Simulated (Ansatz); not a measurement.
## Stationary points along a deformation path in BaTiO₃

Theory: Ansatz 0.2.0, DFT r2SCAN, scalar-relativistic, plane waves, PAW. Cutoff 500 eV, Γ-centred 8×8×8 k-points, Gaussian smearing of 0.05 eV. No spin polarisation. Energies are free energies at this smearing, counted from the undisturbed cell; pressure is positive in compression.

Zero of the scan (relaxed at this level; it needn't be the usual structure):

```yaml
crystal:
  lattice:
    - [3.99404, 0.00000, 0.00000]
    - [0.00000, 3.99404, 0.00000]
    - [0.00000, 0.00000, 3.99404]
  atoms:
    - { symbol: Ba, position: [0.50000, 0.50000, 0.50000] }
    - { symbol: Ti, position: [0.00000, 0.00000, 0.00000] }
    - { symbol: O, position: [0.50000, 0.00000, 0.00000] }
    - { symbol: O, position: [0.00000, 0.50000, 0.00000] }
    - { symbol: O, position: [0.00000, 0.00000, 0.50000] }
```

At fixed volume and fractional coordinates, lengths along (0.000, 0.000, 1.000) are scaled against those across it; ρ is that ratio over its starting value. V = 12.743 Å³/atom. Δσ is the stress along the axis less the mean stress across it (compression positive).

| ρ | ΔE (meV/atom) | Δσ (GPa) | space group |
| --- | --- | --- | --- |
| 0.707 | 1048.4 | 147.12 | P4/mmm |
| 0.780 | 457.0 | 83.49 | P4/mmm |
| 0.850 | 171.0 | 44.42 | P4/mmm |
| 0.920 | 40.5 | 19.22 | P4/mmm |
| 1.000 | 0.0 | 0.00 | Pm-3m |
| 1.100 | 45.6 | -17.70 | P4/mmm |
| 1.200 | 163.3 | -33.48 | P4/mmm |
| 1.300 | 338.7 | -49.53 | P4/mmm |
| 1.414 | 602.0 | -69.14 | P4/mmm |

Task: How does the stress give the slope of the energy, and where is the energy stationary?

Result: Along the path d ln(length) is 2/3 d ln ρ on the axis and −1/3 d ln ρ across it, so dE/d ln ρ = −(2/3) V Δσ: the energy falls with ρ where Δσ is positive. Δσ vanishes or changes sign at ρ = 1.000 (Pm-3m), a minimum at 0.0 meV/atom. Pairs of stationary points between two samples would go unseen, and could change a minimum read from distant neighbours into a maximum. At ρ = 1.000 the cell is cubic, where symmetry alone makes the stress isotropic and the slope zero.

Task: Which shear constant sets the curvature at ρ = 1?

Result: For a cubic crystal E/V = (2/3) C (ln ρ)² with C = C′ = (C11 − C12)/2, so Δσ = −2C ln ρ. The parabola of Δσ against ln ρ through ρ = 0.920, 1 and 1.100 gives C ≈ 105 GPa with the ions clamped, rough because the steps are large.

Task: Integrate that slope from ρ = 1 to 0.780 by the trapezoid rule.

Result: With V/N in Å³ and 1 eV/Å³ = 160.2 GPa the slopes at ρ = 1.000, 0.920, 0.850, 0.780 are 0, -1019, -2355, -4427 meV/atom per unit of ln ρ. The steps add 42.5 + 133.5 + 291.4 = 467.4 meV/atom, against 457.0 from the energies; the trapezoid rule misses the curvature of the slope within each step.

Symmetry holds off the tilts and polar distortions that many cubic perovskites undergo.

Cost: 9 runs of about 3.4 core-minutes in all, on AMD EPYC (Zen 3) (shared hosts).